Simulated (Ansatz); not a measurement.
A distorted cell of C (diamond):

```yaml
crystal:
  lattice:
    - [0.00000, 3.57162, 3.57162]
    - [1.78581, 0.00000, 1.78581]
    - [1.78581, 1.78581, 0.00000]
  atoms:
    - { symbol: C, position: [0.25000, 0.50000, 0.50000] }
    - { symbol: C, position: [0.75000, 0.50000, 0.50000] }
    - { symbol: C, position: [0.35764, 0.78472, 0.78472] }
    - { symbol: C, position: [0.87500, 0.75000, 0.75000] }
```

Level of theory: PBE (plane waves to 420 eV, PAW, scalar-relativistic; Ansatz, a quantum-chemistry and plane-wave program). k mesh 13×13×13 (Γ-centred), Fermi-Dirac smearing 0.05 eV. E stands for the smeared free energy. Compression counts positive. C was relaxed with its symmetry unable to fall. The PAW data are Ansatz's earlier set.

What forces act on the atoms (eV/Å, Cartesian)?


```csv
atom,Fx,Fy,Fz
C1,3.600,0.146,0.146
C2,0.864,-0.165,-0.165
C3,-4.979,0.430,0.430
C4,0.514,-0.411,-0.411
```

What is the stress tensor (GPa)?


```
    1.4     -0.2     -0.2
   -0.2      3.7     -2.6
   -0.2     -2.6      3.7
```
The pressure, a third of the trace, is 2.9 GPa.

In it atom 3 sits (0.124, 0.000, 0.000) Å away from its relaxed site. What is its energy relative to the relaxed cell?

311 meV/cell.

(For displaced atoms, the force is minus the slope of the energy, and its curvature is a force constant, which sets phonon frequencies.)
